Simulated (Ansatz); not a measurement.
## Eu3Si in the antiAuCu3 structure

Level of theory: DFT, PBE, scalar-relativistic, collinear spin; plane waves to 420 eV with PAW datasets (Ansatz 0.2.0), 8×8×8 k-mesh, Gaussian smearing of 0.05 eV; PAW files: Ansatz's generated set soft_2.

```xyz
4
Lattice="4.8379 0.0000 0.0000 0.0000 4.8379 0.0000 0.0000 0.0000 4.8379" Properties=species:S:1:pos:R:3 pbc="T T T"
Eu    0.0000    2.4190    2.4190
Eu    2.4190    2.4190    0.0000
Eu    2.4190    0.0000    2.4190
Si    0.0000    0.0000    0.0000
```

The start was a prototype's sites filled with these elements, not a measured cell.

Magnetic state: ferromagnetic, site spin moments Eu 6.99; Si -0.18 μB.

The cell above was scaled in volume, its shape and atoms being fixed by the lattice's symmetry. Energies are counted from the cell above.

Cell and atoms are those of this level's equilibrium.

```
V (Å³/atom)  ΔE (meV/atom)  P from the stress (GPa)
     26.751           9.82                     2.12
     27.176           5.04                     1.48
     27.742           1.22                     0.70
     28.308           0.00                     0.00
     28.874           1.13                    -0.63
     29.441           4.38                    -1.20
     30.290          12.80                    -1.95
     31.139          24.89                    -2.58
```

Question: Do the energies and the pressures agree? Compare −ΔE/ΔV between neighbouring points (1 meV/Å³ = 0.1602 GPa) with the mean of their pressures.

Answer: 
```
interval (Å³/atom)  −ΔE/ΔV (GPa)  mean P (GPa)
    26.75 to 27.18           1.8           1.8
    27.18 to 27.74           1.1           1.1
    27.74 to 28.31           0.3           0.3
    28.31 to 28.87          -0.3          -0.3
    28.87 to 29.44          -0.9          -0.9
    29.44 to 30.29          -1.6          -1.6
    30.29 to 31.14          -2.3          -2.3
```
They differ by 0.02 GPa at most.

Question: What do the two routes give for V0, B0 and B0′?

Answer: A third-order Birch–Murnaghan fit of the energies: V0 = 28.31 Å³/atom, B0 = 33 GPa, B0′ = 4.2. A polynomial of P in ln V, with B = −dP/d ln V at P = 0: V0 = 28.31 Å³/atom, B0 = 33 GPa, B0′ = 4.2.

B0·V0 = 33.3 GPa × 28.31 Å³ = 5.88 eV/atom sets the scale: near the minimum ΔE ≈ ½ B0 V0 x², with x = V/V0 − 1, and a pressure of 0.3 GPa squeezes the volume by about 1 %. At the ends of the curve: x = −5.5 % predicts 8.9 meV/atom and the run gives 9.8; x = +10.0 % predicts 29.4 meV/atom and the run gives 24.9. The curve is steeper than the parabola on the compressed side and flatter on the expanded side: the bulk modulus rises with pressure.

Without a U the 4f levels of Eu lie too near the Fermi level, so their share of the states there, and what hangs on it, is overstated. For elements this heavy, spin–orbit coupling would shift levels and gaps; it isn't included here. Site moments are of spin, integrated over atomic spheres. The run is a metal.
